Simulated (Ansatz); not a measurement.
## Al: energy along a strain

Al, P6_3/mmc, a = 2.812 Å, c = 4.867 Å (as given, not relaxed at this level: -2.9 GPa). This isn't the element's structure at ambient conditions. Ansatz: r2SCAN, PAW, 500 eV, Γ-centred 21×21×10 mesh on 2 atoms, Gaussian smearing 0.15 eV; no spin polarisation. Cell vectors (Å): 2.812 0.000 0.000; -1.406 2.436 0.000; 0.000 0.000 4.867. The cell is strained by x per cent times the pattern (1 1 0 0 0 0) in the order xx yy zz yz xz xy (engineering shears), with fractional coordinates held. y is the free energy over the start, V0 = 16.669 Å³/atom. Points with a strain past 8.5 % were computed too (3) and aren't used here.

| x (%) | y (meV/atom) |
| --- | --- |
| -7.50 | 130.49 |
| -5.00 | 44.78 |
| -2.50 | 4.37 |
| 0.00 | 0.00 |
| 2.50 | 21.96 |
| 5.00 | ? |
| 7.50 | 117.95 |

Question: Fit y = c1 x + c2 x² + c3 x³ to the other rows, get the stiffness along the pattern, and predict the missing energy.

Answer: Least squares on the rows shown. y = 4.2042 x + 2.2051 x² − 0.089454 x³. The clamped-ion stiffness p·C·p = 2 × 22.05 eV × 160.2 / 16.669 Å³ = 424 GPa (second derivative at the start, which stands under stress). At x = 5.00 the fit asked for gives 64.97 meV/atom. The run gave 63.28 meV/atom, so the fit is 1.69 meV/atom too high, 1.3 % of the span of the series, against an rms of 0.51 meV/atom on the fitted rows. With a term in x⁴ added, a fit to the same known rows predicts 63.32 meV/atom, so most of the miss is curvature that the known rows already hold.